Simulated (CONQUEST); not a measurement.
A self-consistent single point of Sn2SeS (Pmc2_1, 8 atoms in the cell; from Materials Project mp-1218960).

```xyz
8
Lattice="4.0385 0.0000 0.0000 0.0000 4.6518 0.0000 0.0000 0.0000 11.4896" Properties=species:S:1:pos:R:3 pbc="T T T"
Sn     0.0000     0.4902     7.0942
Sn     0.0000     4.1615     1.3493
Sn     2.0192     1.6680     4.3324
Sn     2.0192     2.9838    10.0772
Se     0.0000     3.5204     4.0530
Se     0.0000     1.1314     9.7978
S      2.0192     3.4634     7.4997
S      2.0192     1.1884     1.7549
```

Method: CONQUEST 1.3 with Wu-Cohen, numerical atomic orbitals double-zeta with polarisation (the shipped basis), PseudoDojo norm-conserving potentials made for PBEsol.

CONQUEST settings:

- basis: DZP
- Diag.MPMeshX, Y, Z: 6 5 2
- potentials: PseudoDojo norm-conserving PBEsol
- General.DifferentFunctional: true
- General.FunctionalType: 104
- Grid.GridCutoff: 140 Ha
- DM.SolutionMethod: diagon
- Diag.MPShiftY: 0.10000000
- Diag.SmearingType: 1
- Diag.kT: 0.000735 Ha
- Diag.MPOrder: 0
- minE.SCTolerance: 1.0e-06
- SC.MaxIters: 100
- SC.LinearMixingFactor: 0.5
- SC.KerkerPreCondition: true
- SC.KerkerFactor: 0.1 1/bohr
- AtomMove.TypeOfRun: static

Results:

- Number of valence electrons: 100
- Number of bands: 134
- Number of k-points after the program's reduction: 36
- Size of the basis: 134
- Number of SCF iterations: 7
- FFT grid: 48 × 48 × 120
- Free energy E − TS: -15769.6720 eV
- Pressure: -0.62 GPa
- Largest force (vector length): 0.352 eV/Å

Forces (eV/Å):
```
atom     Fx      Fy      Fz
----  -----  ------  ------
Sn1   0.000   0.198  -0.236
Sn2   0.000  -0.198  -0.236
Sn3   0.000  -0.241   0.232
Sn4   0.000   0.241   0.232
Se5   0.000   0.286   0.206
Se6   0.000  -0.286   0.206
S7    0.000  -0.278  -0.192
S8    0.000   0.278  -0.192
```

For comparison: a first run (DFT, PBEsol, numerical atomic orbitals double-zeta with polarisation (the shipped basis), PseudoDojo norm-conserving potentials made for PBEsol) was changed to give this one (General.DifferentFunctional: default → true; General.FunctionalType: default → 104), and from it to this one the pressure hardly changes (-0.68 to -0.62 GPa) and the largest force goes from 0.341 to 0.352 eV/Å.

The program uses no crystal symmetry, so grid and mesh can part values that symmetry would make equal. The atom-centred basis is finite, which shifts total energies, pressures and forces against plane waves. The potentials were made for another functional than the one used. The structure comes from a collection of computed structures, made at another level of theory; the collection holds predicted forms beside known ones.

Cost on one core: very roughly 90 core-seconds.
